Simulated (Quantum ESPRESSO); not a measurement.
# GeSi6C: input and log of a self-consistent run

Simulated, not a measurement. The program is pw.x of Quantum ESPRESSO 7.5 (plane-wave density functional theory). The cell is made up: 8 atoms on a zincblende/diamond lattice, with randomly drawn elements, strain and displacements, not relaxed. PseudoDojo standard norm-conserving files (v0.5 for PBE, v0.4.1 for LDA and PBEsol) set the functional; there is no spin polarisation, spin-orbit coupling or dispersion term, and the masses in the input are unused placeholders.

Input:

```
&control calculation='scf', pseudo_dir='./dojo.nc.sr.pbe.v0_5.standard.upf', outdir='./o', disk_io='low', tprnfor=.true., tstress=.true. /
&system ibrav=0, nat=8, ntyp=3, nbnd=31, ecutwfc=82.02448710, nosym=.true., tot_charge=0,
 occupations='smearing', smearing='fd', degauss=0.0073498644
/
&electrons conv_thr=7.350e-09, electron_maxstep=60, /
ATOMIC_SPECIES
C 1.0 C.upf
Ge 1.0 Ge.upf
Si 1.0 Si.upf
CELL_PARAMETERS angstrom
5.6266 0.0 0.0
0.0 5.6266 0.0
0.0 0.0 5.6525
ATOMIC_POSITIONS angstrom
Ge 0.0698 -0.0283 -0.0148
Si 0.0071 3.0141 2.7459
Si 2.8788 -0.1239 2.8452
Si 2.8741 2.8267 -0.0434
C 1.3118 1.453 1.4517
Si 1.4493 4.328 4.3075
Si 4.1529 1.3243 4.2614
Si 4.2165 4.2507 1.4571
K_POINTS automatic
6 6 6 1 1 1
```

The log is shortened where brackets say so; the opening notice, blank lines, dates and the lines on written files are dropped, and the path of the files is cut. It prints rydbergs, bohrs and kilobars, and counts compression as positive stress.

```
     Program PWSCF v.7.5
     Parallel version (MPI & OpenMP), running on       4 processor cores
     Number of MPI processes:                 4
     Threads/MPI process:                     1
     [start-up lines left out]
     bravais-lattice index     =            0
     lattice parameter (alat)  =      10.6327  a.u.
     unit-cell volume          =    1207.6171 (a.u.)^3
     number of atoms/cell      =            8
     number of atomic types    =            3
     number of electrons       =        42.00
     number of Kohn-Sham states=           31
     kinetic-energy cutoff     =      82.0245  Ry
     charge density cutoff     =     328.0979  Ry
     scf convergence threshold =      7.3E-09
     mixing beta               =       0.7000
     number of iterations used =            8  plain     mixing
     Exchange-correlation= PBE
                           (   1   4   3   4   0   0   0)
     [axes and pseudopotential details left out]
   Cartesian axes
     site n.     atom                  positions (alat units)
         1        Ge     tau(   1) = (   0.0124054  -0.0050297  -0.0026304  )
         2        Si     tau(   2) = (   0.0012619   0.5356876   0.4880212  )
         3        Si     tau(   3) = (   0.5116411  -0.0220204   0.5056695  )
         4        Si     tau(   4) = (   0.5108058   0.5023815  -0.0077134  )
         5        C      tau(   5) = (   0.2331426   0.2582377   0.2580066  )
         6        Si     tau(   6) = (   0.2575801   0.7692034   0.7655600  )
         7        Si     tau(   7) = (   0.7380834   0.2353642   0.7573668  )
         8        Si     tau(   8) = (   0.7493868   0.7554651   0.2589663  )
     number of k points=   108  Fermi-Dirac smearing, width (Ry)=  0.0073
     Number of k-points >= 100: set verbosity='high' to print them.
     Dense  grid:   121177 G-vectors     FFT dimensions: (  64,  64,  64)
     Estimated max dynamical RAM per process >     340.66 MB
     Estimated total dynamical RAM >       1.24 GB
     Initial potential from superposition of free atoms
     starting charge      41.9955, renormalised to      42.0000
     Starting wfcs are   37 randomized atomic wfcs
     total cpu time spent up to now is        6.4 secs
     per-process dynamical memory:   286.6 Mb
     Self-consistent Calculation
     iteration #  1     ecut=    82.02 Ry     beta= 0.70
     Davidson diagonalization with overlap
     ethr =  1.00E-02,  avg # of iterations =  3.2
     Threshold (ethr) on eigenvalues was too large:
     Diagonalizing with lowered threshold
     Davidson diagonalization with overlap
     ethr =  8.23E-04,  avg # of iterations =  1.8
     total cpu time spent up to now is       34.7 secs
     total energy              =    -240.93748132 Ry
     estimated scf accuracy    <       0.35250855 Ry
     iteration #  2     ecut=    82.02 Ry     beta= 0.70
     Davidson diagonalization with overlap
     ethr =  8.39E-04,  avg # of iterations =  5.9
     total cpu time spent up to now is       50.2 secs
     total energy              =    -240.85439044 Ry
     estimated scf accuracy    <       1.27759247 Ry
     iteration #  3     ecut=    82.02 Ry     beta= 0.70
     Davidson diagonalization with overlap
     ethr =  8.39E-04,  avg # of iterations =  3.1
     total cpu time spent up to now is       64.4 secs
     total energy              =    -241.06075622 Ry
     estimated scf accuracy    <       0.02707940 Ry
     iteration #  4     ecut=    82.02 Ry     beta= 0.70
     Davidson diagonalization with overlap
     ethr =  6.45E-05,  avg # of iterations =  6.2
     total cpu time spent up to now is       81.5 secs
     total energy              =    -241.06556075 Ry
     estimated scf accuracy    <       0.00497539 Ry
     iteration #  5     ecut=    82.02 Ry     beta= 0.70
     Davidson diagonalization with overlap
     c_bands:  1 eigenvalues not converged
     ethr =  1.18E-05,  avg # of iterations =  5.6
     total cpu time spent up to now is       97.6 secs
     total energy              =    -241.06639446 Ry
     estimated scf accuracy    <       0.00081571 Ry
     iteration #  6     ecut=    82.02 Ry     beta= 0.70
     Davidson diagonalization with overlap
     ethr =  1.94E-06,  avg # of iterations =  5.1
     total cpu time spent up to now is      112.6 secs
     total energy              =    -241.06653258 Ry
     estimated scf accuracy    <       0.00006407 Ry
     iteration #  7     ecut=    82.02 Ry     beta= 0.70
     Davidson diagonalization with overlap
     ethr =  1.53E-07,  avg # of iterations =  2.1
     total cpu time spent up to now is      125.2 secs
     total energy              =    -241.06654661 Ry
     estimated scf accuracy    <       0.00000247 Ry
     iteration #  8     ecut=    82.02 Ry     beta= 0.70
     Davidson diagonalization with overlap
     ethr =  5.88E-09,  avg # of iterations =  4.0
     total cpu time spent up to now is      139.6 secs
     total energy              =    -241.06654728 Ry
     estimated scf accuracy    <       0.00000119 Ry
     iteration #  9     ecut=    82.02 Ry     beta= 0.70
     Davidson diagonalization with overlap
     ethr =  2.82E-09,  avg # of iterations =  2.0
     total cpu time spent up to now is      151.9 secs
     total energy              =    -241.06654744 Ry
     estimated scf accuracy    <       0.00000010 Ry
     iteration # 10     ecut=    82.02 Ry     beta= 0.70
     Davidson diagonalization with overlap
     ethr =  2.33E-10,  avg # of iterations =  2.4
     total cpu time spent up to now is      165.0 secs
     total energy              =    -241.06654747 Ry
     estimated scf accuracy    <          8.5E-09 Ry
     iteration # 11     ecut=    82.02 Ry     beta= 0.70
     Davidson diagonalization with overlap
     ethr =  2.01E-11,  avg # of iterations =  2.9
     total cpu time spent up to now is      178.8 secs
     End of self-consistent calculation
     Number of k-points >= 100: set verbosity='high' to print the bands.
     the Fermi energy is     5.0349 ev
!    total energy              =    -241.06654747 Ry
     estimated scf accuracy    <          1.7E-09 Ry
     smearing contrib. (-TS)   =      -0.00203691 Ry
     internal energy E=F+TS    =    -241.06451057 Ry
     The total energy is F=E-TS. E is the sum of the following terms:
     one-electron contribution =    -126.99012304 Ry
     hartree contribution      =      82.49540280 Ry
     xc contribution           =     -65.50910641 Ry
     ewald contribution        =    -131.06068392 Ry
     convergence has been achieved in  11 iterations
     Forces acting on atoms (cartesian axes, Ry/au):
     atom    1 type  2   force =    -0.01142214    0.08455411    0.07270992
     atom    2 type  3   force =     0.04751730   -0.10845694    0.02770938
     atom    3 type  3   force =    -0.05660880    0.08374141   -0.01161056
     atom    4 type  3   force =    -0.05069075   -0.03050509    0.04992899
     atom    5 type  1   force =     0.01771257    0.01205322   -0.01093211
     atom    6 type  3   force =     0.02278086   -0.06522682   -0.04312123
     atom    7 type  3   force =     0.03409901    0.03682500   -0.02957881
     atom    8 type  3   force =    -0.00338804   -0.01298489   -0.05510558
     Total force =     0.239838     Total SCF correction =     0.000064
     Computing stress (Cartesian axis) and pressure
          total   stress  (Ry/bohr**3)                   (kbar)     P=      -89.59
  -0.00056222  -0.00012740  -0.00003366          -82.71      -18.74       -4.95
  -0.00012740  -0.00065497  -0.00001835          -18.74      -96.35       -2.70
  -0.00003366  -0.00001835  -0.00060979           -4.95       -2.70      -89.70
     init_run     :      6.14s CPU      6.36s WALL (       1 calls)
     electrons    :    171.57s CPU    172.41s WALL (       1 calls)
     forces       :      2.12s CPU      2.14s WALL (       1 calls)
     stress       :      7.69s CPU      7.70s WALL (       1 calls)
     [timing details left out]
     PWSCF        :   3m 7.62s CPU   3m 8.80s WALL
     JOB DONE.
```

In other units: free energy -3279.877 eV for the cell, pressure -8.96 GPa, largest force component 2.789 eV/Å. A rerun of the same cell at another strain at 1347 eV and a 8 x 8 x 8 mesh moved values by no more than 0.003 eV in energy, 0.02 GPa in stress and 0.008 eV/Å in force.